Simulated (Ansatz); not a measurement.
O:
```
O
1.0
   -1.24952     1.24952     1.24952
    1.24952    -1.24952     1.24952
    1.24952     1.24952    -1.24952
O
1
Direct
  0.00000   0.00000   0.00000
```
Starting moments (μB, in the order of the atoms O): 0.2.

Relaxed with PBE. Special points in fractions of this cell's reciprocal vectors: Γ (0.000, 0.000, 0.000); H (0.500, -0.500, 0.500); N (0.000, 0.000, 0.500); P (0.250, 0.250, 0.250).

Question: List the band energies nearest the Fermi level at these points for plane-wave PAW PBE (Ansatz code).

Answer: In eV from the Fermi level; about four levels below and three above (degenerate sets whole), none deeper than 8.9 eV; … stands for higher levels left out; points with the same levels are listed once.

| k | below | above |
|---|---|---|
| Γ ↑ | – | … |
| N ↑ | -6.85 | … |
| N ↓ | -6.63 | … |

Space group Im-3m (bcc (W type)). The cell is a constructed one: a structure type filled with these elements; neither database checked (COD, Materials Project) lists it. It is not the usual solid phase (space group No. 12). The cell was relaxed with PBE under the symmetry of its start; its stability against distortions is not shown here. Magnetic state: ferromagnetic, the only order run, not a proven ground state. The substance is a gas or liquid at ambient conditions. No Hubbard U is applied.

Potentials: the later of the program's two PAW sets.
